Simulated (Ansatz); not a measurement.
Input and command of a plane-wave DFT calculation in Ansatz:

```yaml
crystal:
  lattice:
    - [1.6483056723, -8.5075906953, 0.0]
    - [1.6483056723, 8.5075906953, 0.0]
    - [0.0, 0.0, 2.6413839321]
  atoms:
    - { symbol: Ga, position: [0.8177280193, 0.1822719807, 0.75] }
    - { symbol: Ga, position: [0.1822719807, 0.8177280193, 0.25] }
    - { symbol: C, position: [0.9995173614, 0.0004826386, 0.75] }
    - { symbol: C, position: [0.0004826386, 0.9995173614, 0.25] }
    - { symbol: C, position: [0.6879742558, 0.3120257442, 0.75] }
    - { symbol: C, position: [0.3120257442, 0.6879742558, 0.25] }
basis:
  ecutwfc: 420
kpoints:
  mp_grid: { grid: [12, 12, 14] }
hamiltonian:
  xc: pbe
scf:
  occupations: { method: gaussian, width: 0.1 }
output:
  forces: true
  stress: true
  eigenvalues: true
  write_density: true
  write_potential: true
  elf: true
  volumetric_format: npy
relax:
  adjacent_minimum: "off"
  f_tol: 0.01
  max_steps: 80
  cell: { stress_tol: 0.05 }
```

```bash
ansatz run input.yaml --threads 1 --pin off --max-ram 2560MiB --backend cpu --events-out ev --progress --plain --runs-dir out
```

Processor: Intel(R) Xeon(R) 6975P-C (Granite Rapids), 1 thread, on a host shared with other jobs.

Q: How long does it run, and how much memory does it take?

A: About 6 min on 1 thread of Intel(R) Xeon(R) 6975P-C (Granite Rapids) (shared host), peak memory 0.85 GiB. It solves 27 bands at 344 k points (the mesh reduced by the symmetry that the task leaves, which can be less than the crystal's) with about 1543 plane waves (on the last cell), in 83 SCF iterations over 14 ionic steps.
